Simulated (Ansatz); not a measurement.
Given:

Se:
```yaml
crystal:
  lattice:
    - [4.06632, 0.00000, 0.00000]
    - [-2.03316, 3.52154, 0.00000]
    - [0.00000, 0.00000, 5.13041]
  atoms:
    - { symbol: Se, position: [0.24732, 0.00000, 0.83333] }
    - { symbol: Se, position: [0.00000, 0.24732, 0.16667] }
    - { symbol: Se, position: [0.75268, 0.75268, 0.50000] }
```

This is the PBE+D3(BJ)-relaxed structure.

Question: All from PBE+D3(BJ) (plane waves, PAW; program Ansatz), unless another level is named. Predict the smallest direct gap on the standard path.

Answer: 0.53 eV.

Question: And the valence-band maximum?

Answer: on the L–H line, 77 % of the way from L.

Question: Predict the conduction-band minimum.

Answer: at H (2 equivalent valleys).

Space group P3_121 (trigonal Se type). The PBE+D3(BJ) relaxation kept the symmetry of its start. Scalar-relativistic: spin–orbit coupling is off unless named, which matters more the heavier the elements.

Potentials: the later of the program's two PAW sets.
